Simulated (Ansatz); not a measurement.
## Notes on BAsF$_{4}$

```xyz
6
Lattice="0.0000 4.6789 0.0000 4.6789 0.0000 0.0000 2.3394 2.3394 -3.5695" Properties=species:S:1:pos:R:3 pbc="T T T"
F     3.0779    3.6191   -2.6245
F     1.2797    3.9404   -0.9451
F     6.2798    5.7386   -2.6245
F     3.3991    0.7385   -0.9451
As    0.0000    0.0000    0.0000
B     2.3394    4.6789   -1.7848
```

The numbers come from plane-wave PAW DFT (Ansatz): PBEsol, no spin polarisation, 420 eV, 8×8×8 Γ-centred k points, fermi-dirac occupations (width 0.1 eV). Nothing was relaxed.

(1) What happens at the Fermi level?

(2) Which element gives electrons and which takes them?

(3) Is it stable against the elements?

(4) Is the cell too large or too small?

(5) Which atom feels the largest force, and which way?

Origin: a known structure type with other elements, at an estimated volume, so it need not be a known compound. Caveats: many states at the Fermi level without spin polarisation, so a magnetic state may lie lower; atoms or cell far from equilibrium.

## Answers

(1) It is a metal, with about 2.2 states/eV a cell as the mean within 0.25 eV of the Fermi level, mostly As p (55 %) and B p (12 %).

(2) Bader charges in e: B +2.18, As +1.45, F -0.91. In the mean B gives up most and F takes most.

(3) -0.15 eV an atom against the elements' usual phases (free molecules for gases, crystals otherwise, with no correction for O₂ or N₂), so it is bound against them; other compounds may still compete. Relaxing would lower it.

(4) The pressure is 44.3 GPa (compression positive), so with the atoms held at these fractions the cell would first expand; the forces are large, so a full relaxation may end otherwise. The principal stresses 41.9, 45.5, 45.5 GPa differ, so its shape would change too.

(5) The largest is on F1 (and as large on other atoms): 9.18 eV/Å, components (3.23, 7.08, 4.87). It makes 49° with the line to a nearest neighbour, B6 at 1.54 Å.
